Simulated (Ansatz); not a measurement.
TiAl: energy along a strain

TiAl, P4/mmm, a = 2.795 Å, c = 4.039 Å. The structure is a COD entry; whether it is the stable form wasn't checked. Ansatz: PBEsol, PAW, 420 eV, Γ-centred 22×22×16 mesh on 2 atoms, Gaussian smearing 0.15 eV; no spin polarisation. Cell vectors (Å): 2.795 0.000 0.000; 0.000 2.795 0.000; 0.000 0.000 4.039. The cell is strained by x per cent times the pattern (1 -1 0 0 0 0) in the order xx yy zz yz xz xy (engineering shears), with fractional coordinates held. y is the free energy over the start, V0 = 15.777 Å³/atom. Symmetry makes y even in x.

| x (%) | y (meV/atom) |
| --- | --- |
| -4.00 | ? |
| -2.00 | 5.43 |
| 0.00 | 0.00 |
| 1.00 | 1.34 |
| 3.00 | 12.38 |
| 3.50 | 16.98 |

Task: Fit y = c2 x² + c4 x⁴ to the other rows, get the stiffness along the pattern, and predict the missing energy.

Result: Least squares on the rows shown. y = 1.3440 x² + 0.0034521 x⁴. The clamped-ion stiffness p·C·p = 2 × 13.44 eV × 160.2 / 15.777 Å³ = 273 GPa. At x = -4.00 the fit asked for gives 22.39 meV/atom. The run gave 22.34 meV/atom, so the fit is 0.05 meV/atom too high, a small miss on the scale of the series.

Cost: 6 runs of about 2.3 core-minutes in all, on Intel Xeon Platinum 8375C (Ice Lake) (shared hosts).